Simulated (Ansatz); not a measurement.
The cell below belongs to a search over invented structures; it isn't taken from experiment.

Input and command of a plane-wave DFT calculation in Ansatz:

```yaml
crystal:
  lattice:
    - [3.9463982313, 2.2784540811, 4.7800503466]
    - [-3.9463982313, 2.2784540811, 4.7800503466]
    - [0.0, -4.5569081623, 4.7800503466]
  atoms:
    - { symbol: K, position: [-0.0055788509, -0.0055788509, -0.0055788509] }
    - { symbol: Zn, position: [0.4937753989, 0.4937753989, 0.4937753989] }
    - { symbol: I, position: [0.4951346512, 0.8118167079, 0.173752083] }
    - { symbol: I, position: [0.173752083, 0.4951346512, 0.8118167079] }
    - { symbol: I, position: [0.8118167079, 0.173752083, 0.4951346512] }
basis:
  ecutwfc: 420
kpoints:
  mp_grid: { grid: [6, 6, 6] }
hamiltonian:
  xc: pbe
scf:
  occupations: { method: gaussian, width: 0.02 }
output:
  forces: true
  stress: true
  eigenvalues: true
relax:
  adjacent_minimum: "off"
  f_tol: 0.01
  max_steps: 30
  cell: { stress_tol: 0.1, fix: [volume] }
```

```bash
ansatz run input.yaml --threads 1 --pin off --max-ram 2560MiB --backend cpu --events-out ev --progress --plain --runs-dir out
```

Processor: Arm Neoverse V2, 1 thread, on a host shared with other jobs.

Question: Estimate time, memory and problem size.

Answer: About 3.2 min, peak memory 0.64 GiB. It solves 44 bands at 40 k points (after reduction by symmetry) with about 5007 plane waves, in 22 SCF iterations over 4 ionic steps.
